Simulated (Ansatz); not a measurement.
## Every step of a relaxation of bcc W (110), 4 layers

DFT, PBE, PAW with Ansatz's default frozen-core files, scalar-relativistic (Ansatz 0.2.0); a Γ-centred 13×13×1 k mesh, Fermi–Dirac smearing of 0.1 eV, no spin polarisation. The run relaxes the atoms in the fixed cell.

Command: `ansatz run input.yaml --threads 1 --pin off --max-ram 3584MiB --backend cpu --events-out ev --progress --plain --runs-dir out` It took 89 s on 1 thread of AMD EPYC 9R45 96-Core Processor (Zen 5), with other jobs on the host, peak memory 0.6 GiB.

```yaml
crystal:
  lattice:
    - [2.7570193918, 0.0, 0.0]
    - [-0.9190064639, 2.5993428104, 0.0]
    - [0.0, 0.0, 22.7533]
  atoms:
    - { symbol: W, position: [0.25, 0.25, 0.3515975546] }
    - { symbol: W, position: [0.75, 0.75, 0.4505325178] }
    - { symbol: W, position: [0.25, 0.25, 0.5494674816] }
    - { symbol: W, position: [0.75, 0.75, 0.6484024454] }
kpoints:
  mp_grid: { grid: [13, 13, 1] }
scf:
  occupations: { method: fermi_dirac, width: 0.1 }
hamiltonian:
  xc: pbe
  pseudopotentials: { kind: paw }
output:
  forces: true
  stress: true
  eigenvalues: true
  write_density: true
  write_potential: true
  elf: true
  volumetric_format: npy
relax:
  f_tol: 0.01
  max_steps: 40
efield:
  axis: 3
  amplitude: 0
  dipole_correction: true
```

Each step lists its free energy a cell above the last geometry, and Cartesian positions (Å) with forces (eV/Å).

The first step:

```
step 1  dF = 52.15 meV
  W 0.4595 0.6498 8.0000   0.0000 0.0000 0.6640
  W 1.3785 1.9495 10.2511   0.0000 0.0000 -0.6867
  W 0.4595 0.6498 12.5022   0.0000 0.0000 0.6867
  W 1.3785 1.9495 14.7533   0.0000 0.0000 -0.6640
```

Spin–orbit coupling is left out, which matters for the heavy atoms.

Question: Where does the relaxation end, and by which steps?

Answer: After 8 geometries, with a shortest distance of 2.696 Å. The further steps:
```
step 2  dF = 234.09 meV  (not accepted)
  W 0.4595 0.6498 8.1949   0.0000 0.0000 -1.6244
  W 1.3785 1.9495 10.2222   0.0000 0.0000 1.6960
  W 0.4595 0.6498 12.5311   0.0000 0.0000 -1.6960
  W 1.3785 1.9495 14.5584   0.0000 0.0000 1.6243
step 3  dF = 9.47 meV
  W 0.4595 0.6498 8.0962   0.0000 0.0000 -0.3084
  W 1.3785 1.9495 10.2407   0.0000 0.0000 0.3220
  W 0.4595 0.6498 12.5126   0.0000 0.0000 -0.3220
  W 1.3785 1.9495 14.6571   0.0000 0.0000 0.3084
step 4  dF = 0.05 meV
  W 0.4595 0.6498 8.0711   0.0000 0.0000 -0.0213
  W 1.3785 1.9495 10.2443   0.0000 0.0000 0.0166
  W 0.4595 0.6498 12.5090   0.0000 0.0000 -0.0166
  W 1.3785 1.9495 14.6822   0.0000 0.0000 0.0213
step 5  dF = 0.06 meV  (not accepted)
  W 0.4595 0.6498 8.0660   0.0000 0.0000 0.0144
  W 1.3785 1.9495 10.2426   0.0000 0.0000 0.0134
  W 0.4595 0.6498 12.5107   0.0000 0.0000 -0.0134
  W 1.3785 1.9495 14.6873   0.0000 0.0000 -0.0144
step 6  dF = 0.05 meV
  W 0.4595 0.6498 8.0711   0.0000 0.0000 -0.0219
  W 1.3785 1.9495 10.2443   0.0000 0.0000 0.0160
  W 0.4595 0.6498 12.5090   0.0000 0.0000 -0.0160
  W 1.3785 1.9495 14.6822   0.0000 0.0000 0.0219
step 7  dF = 0.07 meV  (not accepted)
  W 0.4595 0.6498 8.0659   0.0000 0.0000 0.0140
  W 1.3785 1.9495 10.2424   0.0000 0.0000 0.0166
  W 0.4595 0.6498 12.5109   0.0000 0.0000 -0.0166
  W 1.3785 1.9495 14.6874   0.0000 0.0000 -0.0140
step 8  dF = 0.00 meV
  W 0.4595 0.6498 8.0688   0.0000 0.0000 -0.0002
  W 1.3785 1.9495 10.2441   0.0000 0.0000 -0.0001
  W 0.4595 0.6498 12.5092   0.0000 0.0000 0.0001
  W 1.3785 1.9495 14.6845   0.0000 0.0000 0.0002
```
